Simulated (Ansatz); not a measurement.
Relaxed-ion elastic tensor of AlGaN2 in space group P-4m2 (No. 115; Al on 1c, Ga on 1a, N on 2g) in GPa (Voigt order), plane-wave PAW r²SCAN (Ansatz code); density 4.75 g/cm³, 10.89 Å³ per atom.

```
 406  49.8   157   0.0   0.0   0.0
49.8   406   157   0.0   0.0   0.0
 157   157   292   0.0   0.0   0.0
 0.0   0.0   0.0   175   0.0   0.0
 0.0   0.0   0.0   0.0   175   0.0
 0.0   0.0   0.0   0.0   0.0  70.5
```

Task: Is the crystal mechanically stable?

Result: Yes: the smallest eigenvalue of C is 70.5 GPa.

Task: Work out the Voigt, Reuss and Hill averages.

Result: K_V = 204, K_R = 204, K_H = 204; G_V = 134, G_R = 109, G_H = 121 GPa.

Task: Give Young's modulus, Poisson's ratio, Pugh's ratio and the universal anisotropy index.

Result: E = 9KG/(3K + G) = 304 GPa; ν = 0.25; K/G = 1.68 (near the Pugh limit of 1.75, no verdict); A_U = 5G_V/G_R + K_V/K_R − 6 = 1.12.

Task: Estimate the sound speeds and the Debye temperature.

Result: v_l = √((K + 4G/3)/ρ) = 8770 m/s, v_t = √(G/ρ) = 5050 m/s, mean 5610 m/s; Θ = (h/k)(3n/4πV)^(1/3) v_m = 753 K.

Task: How much does each axis shrink under pressure?

Result: Linear compressibilities β_i = Σ_j S_ij (j = 1 to 3): x 1.6, y 1.6, z 1.7 per TPa.

The workflow started from a Materials Project entry (that database holds measured and hypothetical structures alike); the Crystallography Open Database copy checked does not list it. With Al and Ga taken as one species the cell has the higher symmetry F-43m, so it may be an ordered model of a mixed-site phase. Its standing as an ambient phase is unchecked. The cell was relaxed with r²SCAN under the symmetry of its start; of distortions, only those at the zone centre were tested.

Potentials: the later of the program's two PAW sets.
